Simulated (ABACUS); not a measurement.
Set-up for a self-consistent single point of Hf2Si (P1, 12 atoms in the cell; from Materials Project mp-9938, changed as shown).

```
CELL_PARAMETERS angstrom
      6.53301     0.00000     0.00000
      0.00000     6.53301     0.00000
      0.00000     0.00000     5.15170
ATOMIC_POSITIONS crystal
  Hf 0.15410 0.33881 0.98972
  Hf 0.83592 0.64674 0.99133
  Hf 0.16242 0.66742 0.49173
  Hf 0.83348 0.34156 0.50404
  Hf 0.64904 0.84284 0.50083
  Hf 0.33399 0.16112 0.50173
  Hf 0.65892 0.15594 0.00424
  Hf 0.35879 0.83907 0.01264
  Si 0.00443 0.00310 0.24714
  Si 0.00980 0.00366 0.75013
  Si 0.49726 0.50272 0.74286
  Si 0.50185 0.49702 0.26363
```

Method: ABACUS with PBEsol, numerical atomic orbitals TZDP (confined pseudo-atomic orbitals with Gaussian additions; energy shift 0.01 Ry), PseudoDojo 0.4 standard norm-conserving PBEsol (tails mended) pseudopotentials.

ABACUS settings:

* **basis**: TZDP numerical atomic orbitals, energy shift 0.01 Ry
* **KPT**: Gamma 4 4 4 0 0 0
* **basis_type**: lcao
* **ecutwfc**: 100 Ry
* **smearing_method**: fd
* **smearing_sigma**: 0.00367493 Ry
* **potentials**: PseudoDojo 0.4 standard norm-conserving PBEsol (tails mended)
* **symmetry**: 1
* **symmetry_prec**: 1e-05
* **ks_solver**: genelpa
* **scf_nmax**: 100
* **scf_thr**: 1.0e-07
* **mixing_type**: pulay
* **mixing_beta**: 0.7

Results:

- Number of valence electrons: 112
- Number of bands: 68
- Number of k-points after the program's reduction: 36
- Size of the basis: 400
- Number of SCF iterations: 16
- Free energy E − TS: -12743.0416 eV
- Fermi level (on the code's own zero): 14.11 eV
- Pressure: -0.03 GPa
- Largest force (vector length): 1.273 eV/Å

Forces (eV/Å):
```
atom      Fx      Fy      Fz
----  ------  ------  ------
Hf1    0.212   0.709   0.577
Hf2    0.569   0.780   0.427
Hf3   -0.584  -0.809   0.413
Hf4    1.008   0.000  -0.126
Hf5    0.792   0.330   0.001
Hf6    0.757  -0.202  -0.189
Hf7   -0.028   0.214  -0.258
Hf8   -1.053   0.338  -0.631
Si9   -0.421  -0.332  -0.069
Si10  -0.797  -0.645   0.129
Si11  -0.140  -0.344   0.517
Si12  -0.315  -0.038  -0.790
```

Stress (GPa, positive for compression):
```
-0.69  -0.07  -0.18
-0.07  -0.57  -0.19
-0.18  -0.19   1.16
```

For comparison: a first run was changed to give this one (atoms moved at random), and from it to this one the free energy goes up by 30.8 meV/atom, the pressure goes from -0.82 to -0.03 GPa and the largest force goes from under 0.1 to 1.27 eV/Å.

The atom-centred basis is finite, which shifts total energies, pressures and forces against plane waves. Forces above 1 eV/Å remain at this geometry, of which the finite basis can carry a part. The structure comes from a collection of computed structures, made at another level of theory; the collection holds predicted forms beside known ones. Its lattice was then scaled. No clean gap shows at this smearing width and mesh (spacing up to 0.30 Å⁻¹); the mesh is coarse for partly filled bands, so the values carry mesh errors.

Cost on one core: roughly 3 core-minutes.

The atomic orbitals were generated for these runs; they are not ABACUS's published sets and were checked against plane waves on a few crystals only.

“Tails mended”: in these copies of the files the far tail of each local potential was reset to the Coulomb form.
